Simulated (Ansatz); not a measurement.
LaHg₂:
```
CELL_PARAMETERS angstrom
      5.01428     0.00000     0.00000
     -2.50714     4.34250     0.00000
      0.00000     0.00000     3.65726
ATOMIC_POSITIONS crystal
  La 0.00000 0.00000 0.00000
  Hg 0.33333 0.66667 0.50000
  Hg 0.66667 0.33333 0.50000
```

Relaxed with r²SCAN.

### Question
Map the electron localisation function on the plane through (0.000, 0.000, 0.000) spanned by u = [0, 0, 1] and v = [1, -1, 0] in lattice vectors, from the program Ansatz at the r²SCAN level (PAW).

### Answer
x is the fraction of u, y of v (the angle between them is 90°; rows are the nearest grid lines); atoms in the plane: La at (0.00, 0.00), Hg at (0.50, 0.33), Hg at (0.50, 0.67).
```
|0048995200025998400|
|5689984111114899865|
|9999852111112589999|
|8874211223221124788|
|0001123444443211000|
|1123334444444333211|
|1223344555554433221|
|2223455677765543222|
|2223455678765543222|
|2223345556555433222|
|1223333445443333221|
|1222333322233332221|
|1222333322233332221|
|1223333445443333221|
|2223345556555433222|
|2223455678765543222|
|2223455677765543222|
|1223344555554433221|
|1123334444444333211|
|0001123444443211000|
|8874211223221124788|
|9999852111112589999|
|5689984111114899865|
|0048995200025998400|
```
Scale: ten equal steps from 0.001 (start of '0') to 0.842 (end of '9'), in the order '0123456789'; x runs from 0.000 to 1.00, y from 0.000 (bottom) to 1.00 (top).

The density is the valence pseudo-density with augmentation charge, so density and ELF within about 1 Å of a nucleus are not all-electron values.

Space group P6/mmm. The workflow started from an entry of the Crystallography Open Database (COD), which files this formula under 2 space groups. Its standing as an ambient phase is unchecked. The r²SCAN relaxation kept the symmetry of its start; its stability against distortions is not shown here. Scalar-relativistic: spin–orbit coupling is off unless named, which matters more the heavier the elements.

Potentials: the later of the program's two PAW sets.
